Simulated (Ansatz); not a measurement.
Pb (fcc (Cu type), Fm-3m) at seven volumes, DFT-PBE in the program Ansatz with PAW potentials, scaled uniformly. One row is withheld.

```
V (Å³/atom)  P (GPa)
-----------  -------
29.147             ?
30.108          2.82
31.069          1.28
32.030          0.00
32.991         -1.08
33.952         -2.00
34.912         -2.81
```

### Question
Fit the shown pressures and predict the withheld one.

### Answer
P = (3/2)B₀(x^(7/2) − x^(5/2))[1 + (3/4)(B′ − 4)(x − 1)] with x = (V₀/V)^(2/3). Least squares on the six rows gives V₀ = 32.034 Å³/atom, B₀ = 39.5 GPa, B′ = 4.49. At V = 29.147, x = 1.0650 and P = 4.61 GPa. The run itself gave 4.68 GPa.

The PBE relaxation kept the symmetry of its start. Scalar-relativistic: spin–orbit coupling is off unless named, which matters more the heavier the elements.

Potentials: the earlier of the program's two PAW sets.
